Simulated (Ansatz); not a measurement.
Elastic constants of Pt (Fm-3m) under pressure

```
Pt
1.0
     0.00000    1.97013    1.97013
     1.97013    0.00000    1.97013
     1.97013    1.97013    0.00000
Pt
1
Direct
  0.00000 0.00000 0.00000
```

This is the zero-pressure cell. At each pressure cell and atoms are relaxed in this structure, and the constants are slopes of the stress at strains of ±0.005 with relaxed ions (the coefficients that govern stability under load). Level: r²SCAN, PAW on Ansatz 0.2.0's default frozen-core files (fitted under PBE), scalar-relativistic; k mesh 24×24×24, strains of ±0.005, Fermi-Dirac smearing of 0.050 eV, cutoff 500 eV. P is the pressure of the relaxed cell, less that of this one.

```tsv
P (GPa)	V/V₀	C11 (GPa)	C12 (GPa)	C44 (GPa)
0.00	1.0000	330.8	242.2	59.0
0.98	0.9964	337.1	247.1	60.7
2.00	?	?	?	?
4.00	0.9859	356.1	261.9	66.0
7.03	0.9761	374.9	276.5	71.2
9.96	0.9671	392.7	290.5	76.1
15.01	0.9527	422.6	314.2	84.5
```

Question: Does the bulk modulus from the constants agree with the pressure-volume curve?

Answer: A third-order Birch-Murnaghan fit to the volumes shown (F against f, f = [(V₀/V)^(2/3) − 1]/2) gives B₀ = 271.7 GPa and B′ = 5.4. Its −V dP/dV stands beside (C11 + 2C12)/3:

| P (GPa) | from P(V) | from the constants |
| --- | --- | --- |
| 0.00 | 271.7 | 271.7 |
| 0.98 | 277.0 | 277.1 |
| 4.00 | 293.2 | 293.3 |
| 7.03 | 309.2 | 309.3 |
| 9.96 | 324.5 | 324.6 |
| 15.01 | 350.5 | 350.3 |

Question: What are the pressure derivatives at zero pressure?

Answer: Slopes at V₀ of quadratic fits in −ln(V/V₀) through the first four rows shown, divided by B₀: dC11/dP = 6.4, dC12/dP = 5.0, dC44/dP = 1.8. The mean slopes up to 4.0 GPa are 6.3, 4.9, 1.7; curvature and scatter of the constants part the two. The combination (dC11/dP + 2 dC12/dP)/3 = 5.5 stands against B′.

Question: Fill the row at 2.00 GPa.

Answer: Cubic fits in −ln(V/V₀) through all rows shown give C11 = 343.5, C12 = 252.1, C44 = 62.5 GPa. Computed: V/V₀ = 0.9928, C11 (GPa) = 343.6, C12 (GPa) = 252.1, C44 (GPa) = 62.5.

Question: Does a shear stiffness soften?

Answer: C44 goes from 59.0 to 84.5 GPa; (C11 − C12)/2 goes from 44.3 to 54.2 GPa. Neither ends more than 3 % under its start, and the lattice stays mechanically stable over this range.

Caveats: no other phase was computed; many crystals of this kind change structure within this range, and rows or crossings beyond such a change describe a metastable lattice; frozen-core PAW files fitted under PBE, their cores solved anew for the functional of the run; responses of metals move with mesh and smearing; no spin-orbit coupling on heavy atoms; phonons weren't checked at these pressures.
